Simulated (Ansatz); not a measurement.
**In (bct)**

The computed numbers are results of PBEsol, scalar-relativistic (no spin polarisation) in the plane-wave PAW code Ansatz at 420 eV, Γ-centred 18×18×18 mesh, 0.05 eV Gaussian smearing; PAW files: Ansatz's generated set soft_2.

```cif
data_structure
_symmetry_space_group_name_H-M 'I4/mmm'
_symmetry_Int_Tables_number 139
_cell_length_a 3.2003
_cell_length_b 3.2003
_cell_length_c 4.9837
_cell_angle_alpha 90.000
_cell_angle_beta 90.000
_cell_angle_gamma 90.000
_cell_volume 51.04
loop_
_atom_site_label
_atom_site_type_symbol
_atom_site_symmetry_multiplicity
_atom_site_Wyckoff_symbol
_atom_site_fract_x
_atom_site_fract_y
_atom_site_fract_z
_atom_site_occupancy
In1 In 2 a 0.00000 0.00000 0.00000 1
```

The pressure at this geometry is -0.1 GPa.

Question: Which orbitals carry the states at the Fermi level, and how many states are there?

Answer: Within 0.1 eV of it: In 5p 67 %, In 5s 33 % (shares among the projected shells). The density of states at the Fermi level is about 0.41 states/eV per cell, averaged over 0.3 eV.

Density of states (tetrahedra, averaged over 0.3 eV; states/eV per cell of 1 atom; energy in eV from the Fermi level):

```tsv
E (eV)	DOS
-5.80	0.30
-5.50	0.31
-5.20	0.33
-4.90	0.34
-4.60	0.37
-4.30	0.41
-4.00	0.38
-3.70	0.36
-3.40	0.34
-3.10	0.37
-2.80	0.38
-2.50	0.36
-2.20	0.36
-1.90	0.37
-1.60	0.36
-1.30	0.41
-1.00	0.49
-0.70	0.50
-0.40	0.47
-0.10	0.42
0.20	0.42
0.50	0.49
0.80	0.49
1.10	0.49
1.40	0.49
1.70	0.50
2.00	0.51
2.30	0.53
2.60	0.55
2.90	0.57
3.20	0.59
3.50	0.61
3.80	0.66
4.10	0.66
4.40	0.65
4.70	0.64
5.00	0.65
```

With 13 valence electrons in the calculation's cell and no magnetic order, the bands, two electrons each, can't all be full or empty: band theory demands a metal.
